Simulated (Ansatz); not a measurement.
The calculation used Ansatz 0.2.0, DFT PBE, scalar-relativistic, plane waves, PAW. All cells share a 420 eV cutoff and Γ-centred k meshes spaced at most about 0.3 Å⁻¹ (about 0.25 or finer for metals, 2π included). No spin polarisation in the final relaxations.

All energies are static (0 K, no zero-point motion).

Compare these two cells of VMo3Se8, each relaxed at this level.

A.

Space group P-3m1 (No. 164). a = 6.620 Å, b = 6.620 Å, c = 7.440 Å, α = 90.00°, β = 90.00°, γ = 120.00°
```csv
atom,site,symmetry,x,y,z
V,1a,-3m.,0.0000,0.0000,0.0000
Mo,3e,.2/m.,0.5000,0.0000,0.0000
Se,2d,3m.,0.6667,0.3333,0.2280
Se,6i,.m.,0.6744,0.8372,0.2238
```

B.

Space group P-3m1 (No. 164). a = 3.303 Å, b = 3.303 Å, c = 28.726 Å, α = 90.00°, β = 90.00°, γ = 120.00°
| atom | site | symmetry | x | y | z |
| --- | --- | --- | --- | --- | --- |
| V | 1b | -3m. | 0.0000 | 0.0000 | 0.5000 |
| Mo | 2c | 3m. | 0.0000 | 0.0000 | 0.7488 |
| Mo | 1a | -3m. | 0.0000 | 0.0000 | 0.0000 |
| Se | 2d | 3m. | 0.3333 | 0.6667 | 0.8083 |
| Se | 2d | 3m. | 0.3333 | 0.6667 | 0.0596 |
| Se | 2d | 3m. | 0.3333 | 0.6667 | 0.3108 |
| Se | 2d | 3m. | 0.3333 | 0.6667 | 0.5553 |

Problem. Which arrangement of the elements on these sites is preferred, and by what margin?

Solution. A is lower, by 9 meV/atom. The two share one framework of sites and differ in which element sits where. A has space group P-3m1 (No. 164), 23.5 Å³/atom and no gap on its mesh; B has space group P-3m1 (No. 164), 22.6 Å³/atom and no gap. Counting Se atoms around Mo and V (those within 1.25 times the shortest such distance or 1.15 times the sum of covalent radii, 1.27 where that leaves under three), A and B both have V 6, Mo 6. Both come from invented guesses.

For metals, differences of a few meV/atom aren't resolved. Weakly bound directions are ill-defined at this level, which has no dispersion term (P-3m1 at 23.5 Å³/atom, P-3m1 at 22.6 Å³/atom), and this can change margins and order among such cells. In P-3m1 at 23.5 Å³/atom, P-3m1 at 22.6 Å³/atom an odd number of electrons in the primitive cell allows no gap without spin; a larger cell or a magnetic state could open one. No Hubbard U is applied to the 3d shell of V. Trial moments died out on the coarse mesh in P-3m1; another magnetic start might hold. Cells relaxed within their symmetry can be saddle points.
